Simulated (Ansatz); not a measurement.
**Notes on BaSiGeH**

```
Ge Ba Si H
1.0
     4.92636   -0.11375   -0.77902
     0.60938    4.46053    0.06661
     0.28894    0.48882    4.06566
Ge Ba Si H
1 1 1 1
Direct
  0.50722 0.86579 0.76660
  0.78594 0.27777 0.24721
  0.03066 0.78676 0.83871
  0.31987 0.86246 0.29175
```

The numbers come from plane-wave PAW DFT (Ansatz): r2SCAN, no spin polarisation, 500 eV, 4×4×5 Γ-centred k points, fermi-dirac occupations (width 0.1 eV). Nothing was relaxed.

- At the Fermi level: It is a metal, with about 3 states/eV a cell as the mean within 0.25 eV of the Fermi level, mostly Si p (49 %) and Ge p (26 %).
- Forces: The largest is on Ge1: 1.81 eV/Å, components (-1.48, -0.56, -0.86). It makes 31° with the line to a nearest neighbour, H4 at 2.09 Å, pointing towards it.
- Contacts: Ge–H at 2.09 Å: least valence density 0.32 e/Å³ and ELF 0.61 there. Ba–H at 3.06 Å: least valence density 0.07 e/Å³ and ELF 0.05 there. Si–H at 2.34 Å is left out, since its least density falls inside a PAW sphere. Si–Ge at 2.48 Å is left out, since its least density falls inside a PAW sphere. These are pseudo-fields; inside the PAW spheres they differ from the all-electron ones.
- Stress: The pressure is 3.9 GPa (compression positive), so with the atoms held at these fractions the cell would first expand; the forces are large, so a full relaxation may end otherwise. The principal stresses -3.9, 3.8, 11.7 GPa differ, so its shape would change too.
- Charges: Bader charges in e: Ba +1.17, Si -0.45, Ge -0.39, H -0.33. In the mean Ba gives up most and Si takes most.
- Formation energy: 0.37 eV an atom against the elements' usual phases (free molecules for gases, crystals otherwise, with no correction for O₂ or N₂), so at this geometry it isn't bound against them. Relaxing would lower it.

Origin: a disordered cell, so it need not be a known compound. Caveats: the k mesh is coarse if the cell is a metal; atoms or cell far from equilibrium.
